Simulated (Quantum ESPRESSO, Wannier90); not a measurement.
**Tight-binding from DFT: HgTe (zinc blende)**

```
begin unit_cell_cart
ang
    0.0000000000    3.2899850000    3.2899850000
    3.2899850000    0.0000000000    3.2899850000
    3.2899850000    3.2899850000    0.0000000000
end unit_cell_cart
begin atoms_frac
Hg   0.0000000000  0.0000000000  0.0000000000
Te  -0.2500000000 -0.2500000000 -0.2500000000
end atoms_frac
```

Cell from Materials Project (mp-2730), symmetrised, no further relaxation. COD (Crystallography Open Database) has the formula in 2 space groups, this one among them (matched by group alone). Method: PBEsol plane waves in Quantum ESPRESSO 7.5 (PseudoDojo norm-conserving files, 66 Ry, no spin polarisation, no spin-orbit coupling), Bloch states on a 8×8×8 mesh through Γ, Wannier90 4.0.1. Density: 8×8×8 mesh, Gaussian smearing 0.01 Ry. Spin-orbit coupling is left out although heavy elements are present.

Band 10 is isolated and gives one Wannier function a cell (Te2 5s 84 %, Hg1 6s 8 %, Hg1 5d 7 %; spread 1.93 Å²). Its on-site energy is ε = -11.207 eV relative to the Fermi level, and its hoppings t(R) = t(−R) to the nearer images are (images within this range that aren't listed have |t| under 5 meV):

```
R (lattice vectors; −R alike)  distance (Å)  t (eV)
-----------------------------  ------------  ------
0 0 1                                  4.65  -0.044
0 1 -1                                 4.65  -0.044
0 1 0                                  4.65  -0.044
1 -1 0                                 4.65  -0.044
1 0 -1                                 4.65  -0.044
1 0 0                                  4.65  -0.044
```

**Question.** Work out the band energy at Γ, X, U, K from these numbers.

**Answer.** For one orbital E(k) = ε + Σ_R 2 t(R) cos(2π k·R), the sum over the listed R.
- Γ, k = (0.000, 0.000, 0.000): E = -11.207 + (-0.044)·(12.00) = -11.74 eV; pw.x: -11.72 eV
- X, k = (-0.500, -0.500, 0.000): E = -11.207 + (-0.044)·(-4.00) = -11.03 eV; pw.x: -11.03 eV
- U, k = (-0.375, -0.375, 0.250): E = -11.207 + (-0.044)·(-3.66) = -11.05 eV; pw.x: -11.04 eV
- K, k = (-0.375, 0.000, 0.375): E = -11.207 + (-0.044)·(-3.66) = -11.05 eV; pw.x: -11.04 eV

At these points the listed shells miss the plane-wave band by up to 0.02 eV, of a width of 0.69 eV on the path. With all its hoppings the model misses the band by 0.0 meV at worst on the whole path; the listed shells hold nearly all of the dispersion.
